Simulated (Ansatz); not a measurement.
One crystal and one scan (scan of one atom of the cell) at two levels, PBE (plane waves to 420 eV, PAW, scalar-relativistic; Ansatz, a first-principles code) and r2SCAN (plane waves to 500 eV, PAW, scalar-relativistic; Ansatz), each from its own relaxed cell and on its own mesh. The cell shown is that of PBE.

Starting cell, Ti (hcp, Mg type):

```
Ti
1.0
    2.93885     0.00000     0.00000
   -1.46943     2.54512     0.00000
    0.00000     0.00000     4.64996
Ti
2
Direct
  0.33333   0.66667   0.75000
  0.66667   0.33333   0.25000
```

Scan: atom 2 (Ti, nearest neighbour Ti at 2.878 Å; its periodic images, 2.9 Å or more away, move with it) is displaced along Cartesian x, direction (1.000, 0.000, 0.000) in Cartesian axes, by s. The other atoms stay.

E stands for the smeared free energy. The PAW data are Ansatz's earlier set. Ti is run without spin polarisation. Ti was relaxed with its symmetry unable to fall. With partly filled bands, energies and forces of such displacements shift with the k mesh and the smearing. Percentages come from the unrounded values. Both scans cover s from -0.860 to 0.860 Å.

| quantity | PBE | r2SCAN | PBE − r2SCAN |
|---|---|---|---|
| Lattice constant a (Å) | 2.939 | 2.936 | +0.003 |
| Lattice constant c (Å) | 4.650 | 4.637 | +0.013 (+0.3 %) |
| Relaxed volume (Å³/atom) | 17.39 | 17.31 | +0.08 (+0.5 %) |
| Energy at s = 0.860 Å (meV/cell) | 316 | 350 | -34 (-9.7 %) |
| Force along the line at s = -0.860 Å (eV/Å) | 0.412 | 0.446 | -0.034 (-7.6 %) |
| Force constant k = d²E/ds² at s = 0 (finite differences) (eV/Å²) | 1.53 | 1.92 | -0.39 (-20 %) |

PBE gives the higher value for: lattice constant c. PBE gives the lower value for: energy at s = 0.860 Å; force along the line at s = -0.860 Å; force constant k = d²E/ds² at s = 0. They agree on: lattice constant a (within 0.2 %); relaxed volume (within 0.6 %). Both give the same symmetry of the curve: even: the same for both signs. Neither level is exact: the differences show how much the result hangs on the functional.

ΔE (meV/cell), each from the undisplaced structure of its own level:

```json
[
 {"s (Å)": "-0.860", "PBE": "316", "r2SCAN": "350"},
 {"s (Å)": "-0.688", "PBE": "237", "r2SCAN": "266"},
 {"s (Å)": "-0.516", "PBE": "152", "r2SCAN": "177"},
 {"s (Å)": "-0.344", "PBE": "78", "r2SCAN": "95"},
 {"s (Å)": "-0.172", "PBE": "22", "r2SCAN": "27"},
 {"s (Å)": "0.000", "PBE": "0", "r2SCAN": "0"},
 {"s (Å)": "0.172", "PBE": "22", "r2SCAN": "27"},
 {"s (Å)": "0.344", "PBE": "78", "r2SCAN": "95"},
 {"s (Å)": "0.516", "PBE": "152", "r2SCAN": "177"},
 {"s (Å)": "0.688", "PBE": "237", "r2SCAN": "266"},
 {"s (Å)": "0.860", "PBE": "316", "r2SCAN": "350"}
]
```

(For displaced atoms, the force is minus the slope of the energy, and its curvature is a force constant, which sets phonon frequencies.)
